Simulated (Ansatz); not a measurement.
TiAl$_{3}$ in space group I4/mmm (No. 139; Ti on 2a, Al on 2b, Al on 4d) under volume change, plane-wave PAW PBE (Ansatz code), shape and atoms relaxed at each volume.

```tsv
V (Å³/atom)	E − E(relaxed) (meV/atom)	P (GPa)
14.502	(withheld)	(withheld)
14.980	21.0	7.41
15.458	(withheld)	(withheld)
15.936	0.0	0.00
16.414	4.5	-2.94
16.892	17.1	-5.46
17.370	36.7	-7.62
```

Question: Some entries are withheld; supply them.

Answer: 
- 15.458, E − E(relaxed) (meV/atom): 5.0
- 15.458, P (GPa): 3.42
- 14.502, E − E(relaxed) (meV/atom): 49.9
- 14.502, P (GPa): 12.07

Question: What does a third-order Birch–Murnaghan fit give for V₀, B₀ and B′?

Answer: V₀ = 15.94 Å³/atom, B₀ = 105 GPa, B′ = 4.1.

The cell was relaxed with PBE under the symmetry of its start; of distortions, only those at the zone centre were tested. The run is not spin-polarised.

Potentials: the later of the program's two PAW sets.
